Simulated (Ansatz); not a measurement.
# Na: strain energy, fitted

Na, C2/m, a = 6.407 Å, b = 3.742 Å, c = 9.416 Å, β = 104.8°. This isn't the element's structure at ambient conditions. Ansatz: PBEsol, PAW, 420 eV, Γ-centred 6×10×4 mesh on 6 atoms, Gaussian smearing 0.10 eV; no spin polarisation. Series: biaxial strain in the a-b plane, c and atoms relaxed; x is the strain in per cent. y is the free energy over the unstrained cell, V0 = 36.367 Å³/atom.

```
x (%) y (meV/atom)
 -3.0          4.02
 -2.0          1.59
 -1.0          0.28
  0.0          0.00
  1.0             ?
  2.0          1.88
  3.0          3.93
```

Task: Fit y = c2 x² + c3 x³ to the other rows, turn c2 into a modulus, and predict the missing energy.

Result: Least squares on the rows shown. y = 0.4395 x² + 3.122×10⁻⁵ x³. In eV per unit strain² c2 is 4.395; M is the biaxial modulus (E = M V0 ε²): 4.395 × 160.2 / (36.367) = 19.4 GPa. The unstrained cell keeps some stress along the strain, worth a slope of 0.12 meV/atom per %, which the form leaves out. With a term in x⁴ added, the coefficient of x² becomes 0.4146, 6 % less, which shows how far this figure hangs on the form. At x = 1.0 the fit asked for gives 0.44 meV/atom. The run gave 0.54 meV/atom, so the fit is 0.10 meV/atom too low, within the rms miss on the fitted rows (0.12 meV/atom).